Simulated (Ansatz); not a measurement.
Equation of state of selenium, simple cubic

These are results of Ansatz 0.2.0, DFT, BLYP, plane waves (420 eV) with PAW, scalar-relativistic, not measurements. (PAW data from PBE, frozen cores regenerated.)

The cell is scaled uniformly from the relaxed one, with fractional coordinates and shape fixed. Energies are extrapolated to zero smearing, pressures are those at the given smearing. Magnetic state: spin not included.

```csv
V (Å³/atom),E − E₀ (meV/atom),P (GPa)
21.655,79.2,9.78
22.639,32.2,5.78
23.624,7.3,2.59
24.608,0.0,0.05
25.592,6.6,-1.97
26.577,24.4,-3.57
27.561,50.9,-4.83
```

Fit a third-order Birch-Murnaghan equation.

V₀ = 24.60 Å³/atom, B₀ = 57 GPa, B₀′ = 4.7.
